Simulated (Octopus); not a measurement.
**BiIn (P4/nmm, No. 129): Octopus summary**

BiIn (P4/nmm, No. 129):
```xyz
4
Lattice="4.9108 0.0000 0.0000 0.0000 4.9108 0.0000 0.0000 0.0000 5.2223" Properties=species:S:1:pos:R:3 pbc="T T T"
In     2.4554     2.4554     0.0000
In     0.0000     0.0000     0.0000
Bi     2.4554     0.0000     1.8801
Bi     0.0000     2.4554     3.3422
```
The cell is a database entry, not relaxed again.

Level: LDA. Code: Octopus 16.4. Numerical set-up: grid spacing about 0.25 Å, Γ-centred 6×6×6 k-mesh, Fermi-Dirac smearing of 0.1 eV, no spin polarisation; valence-only HGH without core correction for In Bi. Spin-orbit coupling is left out.

Q: What band gap does LDA give on the standard high-symmetry path?

A: none: the highest band that would be full and the next one overlap by 1.7 eV.
